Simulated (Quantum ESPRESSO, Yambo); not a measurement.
At a photon energy of 9.62 eV, RPA with local fields on PBEsol bands shifted by a G0W0 scissor of 2.22 eV (Quantum ESPRESSO and Yambo; 8×8×8 mesh, 69 bands, 3 Ry local-field block, 0.2 eV broadening) gives ε = 4.32 + 4.64i for YOF (space group R-3m, No. 166), field along x. Axes are Cartesian, with cell vectors (Å) (1.90, 1.10, 6.30), (-1.90, 1.10, 6.30), (0.00, -2.19, 6.30).

Work out n, κ, the normal-incidence reflectivity, the absorption coefficient and the penetration depth.


|ε| = 6.34; n = √((|ε| + ε1)/2) = 2.31, κ = √((|ε| − ε1)/2) = 1.00. R = ((n − 1)² + κ²)/((n + 1)² + κ²) = 0.23. α = 2Eκ/(ħc) with ħc = 197.327 eV nm: 0.0980 per nm = 9.8 × 10⁵ per cm, a 1/e depth of 10 nm. The computed direct gap is 7.16 eV, and the energy scale of the real crystal may differ from it. Excitonic effects are left out, and values at one energy depend on mesh and broadening. The scissor comes from a G0W0 run whose convergence isn't established. Convergence of the RPA response with its 8×8×8 mesh was not tested.

Geometry of the Materials Project entry, not relaxed at this level; primitive cell a = b = c = 6.667 Å, α = β = γ = 33.08°.
